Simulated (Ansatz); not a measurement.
TlCl (CsCl type, Pm-3m) at seven volumes, plane-wave PAW PBE (Ansatz code), scaled uniformly. One row is withheld.

```tsv
V (Å³/atom)	P (GPa)
26.985	?
27.874	1.60
28.764	0.73
29.654	0.00
30.543	-0.61
31.433	-1.11
32.322	-1.53
```

Fit the shown pressures and predict the withheld one.

P = (3/2)B₀(x^(7/2) − x^(5/2))[1 + (3/4)(B′ − 4)(x − 1)] with x = (V₀/V)^(2/3). Least squares on the six rows gives V₀ = 29.653 Å³/atom, B₀ = 22.1 GPa, B′ = 5.09. At V = 26.985, x = 1.0649 and P = 2.65 GPa. The run itself gave 2.65 GPa.

The PBE relaxation kept the symmetry of its start. Spin–orbit coupling is left out wherever it is not named.

Potentials: the later of the program's two PAW sets.
